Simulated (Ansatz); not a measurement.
Q: Name crystals whose computed values (DFT-LDA in the program Ansatz with PAW potentials) fall in these windows: highest Γ mode, no LO–TO term (cm⁻¹) 190 to 260; B₀ by P(V) fit (GPa) 150 to 180.

A: 

| crystal | highest Γ mode, no LO–TO term (cm⁻¹) | B₀ by P(V) fit (GPa) |
|---|---|---|
| ZrNi, Cmcm (Zr on 4c, Ni on 4c) | 226 | 160 |
| YPd3, Cu3Au type | 198 | 162 |
| ZnCu, CsCl type | 218 | 155 |
| GePt, Pnma (Pt on 4c, Ge on 4c) | 257 | 176 |
| Ag3Pt, Cu3Au type | 197 | 174 |
Others may fit too.

Standing as an ambient phase not checked: ZrNi, Cmcm (Zr on 4c, Ni on 4c); YPd3, Cu3Au type; Ag3Pt, Cu3Au type. All cells were relaxed under the symmetry of their starts (and spin orders); stability against distortions was not tested throughout. Rows with no word on spin ran without spin polarisation. Spin–orbit coupling is left out wherever it is not named.

Potentials: the later of the program's two PAW sets.
